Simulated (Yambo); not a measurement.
G0W0@PBE for AlP (zinc blende, space group F-43m, No. 216) in Yambo. Reference settings: 4×4×4 Γ-centred k mesh, 148 bands and a 14 Ry block in the screening, 148 bands in G with the Bruneval-Gonze terminator, plasmon pole fitted at 27.2 eV. The PBE gap Γ → X on this mesh is 1.59 eV; G0W0 gaps are taken between the same points.

The settings were changed. The gap went from 2.44 eV to 2.39 eV, and the shift of the valence edge from -0.88 eV to -0.71 eV.

Question: Which change was made?
A) pole fitted at 10 eV
B) 90 bands in W, 90 bands in G
C) 2 Ry block
D) 47 bands in G, no terminator

Answer: A, pole fitted at 10 eV. The others gave (gap, valence shift): 47 bands in G, no terminator: 2.32, -0.62 eV; 90 bands in W, 90 bands in G: 2.42, -0.83 eV; 2 Ry block: 2.03, -0.36 eV.

Geometry of the Materials Project entry, not relaxed at this level; primitive cell a = 3.8700 Å, b = 3.8700 Å, c = 3.8700 Å, α = 60.00°, β = 60.00°, γ = 60.00°.

A shift is the quasiparticle energy of the state minus its PBE energy.
